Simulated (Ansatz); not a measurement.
# MnPt: zone-centre modes under pressure

MnPt, P4/mmm, a = 2.869 Å, c = 3.496 Å. The structure is a COD entry; whether it is the stable form wasn't checked. Ansatz: PBEsol, PAW, 420 eV, Γ-centred 14×14×12 mesh on 2 atoms, Gaussian smearing 0.20 eV; collinear spin, largest moment 3.7 μB. Cell and atoms are relaxed at each pressure with the symmetry kept; optical modes at Γ by linear response, in cm⁻¹, matched by rank (the highest 2 distinct ones).

```
P (GPa) V (Å³/atom)     ω1     ω2
      0       14.393  182.3  227.3
      2       14.229  186.3  233.7
      6       13.912      ?      ?
```

Question: Get each mode's Grüneisen parameter γ = −d ln ω/d ln V from the other rows and predict the missing frequencies.

Answer: ln(V/V0) = 0.0000, -0.0115, -0.0340; a line through ln(ω/ω0) of the 2 known rows gives ω1: γ = 1.887, predicted 194.4, computed 193.5; ω2: γ = 2.415, predicted 246.8, computed 246.0. The worst miss is 0.5 %, or 8 % of the shift under pressure, so a constant γ serves at that level. In a metal these frequencies hang on the mesh and smearing.

Only parallel moments were tried here. The moments are parallel here; the real alloy orders antiferromagnetically, with another cell and stiffness. Spin–orbit coupling is left out, which can shift energies with elements as heavy as these.